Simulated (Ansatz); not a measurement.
Space group Pm-3m (No. 221). a = 4.181 Å, b = 4.181 Å, c = 4.181 Å, α = 90.00°, β = 90.00°, γ = 90.00°
```csv
atom,site,symmetry,x,y,z
K,1b,m-3m,0.5000,0.5000,0.5000
Mn,1a,m-3m,0.0000,0.0000,0.0000
F,3d,4/mm.m,0.5000,0.0000,0.0000
```

Equation of state of this KMnF3 structure (not necessarily the ground state), with shape and atoms relaxed at each volume where symmetry leaves them free. These are results of DFT PBEsol, scalar-relativistic, plane waves, PAW (Ansatz), not measurements.

Settings: cutoff 420 eV, Γ-centred mesh 8×8×8 on the computed 5-atom cell, Gaussian smearing of 0.02 eV; collinear spin.

| V (Å³/atom) | E − E(largest V) (meV/atom) | P (GPa) | gap on mesh (eV) |
| --- | --- | --- | --- |
| 12.865 | 30.98 | 11.91 | 0.71 |
| 13.304 | 3.76 | 8.11 | 0.87 |
| 13.742 | -14.00 | 4.92 | 0.93 |
| 14.181 | -23.67 | 2.24 | 0.99 |
| 14.620 | -26.58 | -0.03 | 1.05 |
| 15.058 | -23.88 | -1.94 | 1.11 |
| 15.497 | -16.28 | -3.55 | 1.17 |
| 16.082 | 0.00 | -5.31 | 1.25 |

**Question.** Fit a third-order Birch–Murnaghan equation to E(V).

**Answer.** V0 = 14.61 Å³/atom, B0 = 69 GPa, B0' = 4.7.

The cell holds one magnetic atom, so it can only be ferromagnetic; an antiferromagnetic order may lie lower.

Symmetry holds off the tilts and polar distortions that many cubic perovskites undergo.

Cost: 8 runs of about 2.5 core-minutes in all, on Arm Neoverse V2 (shared hosts).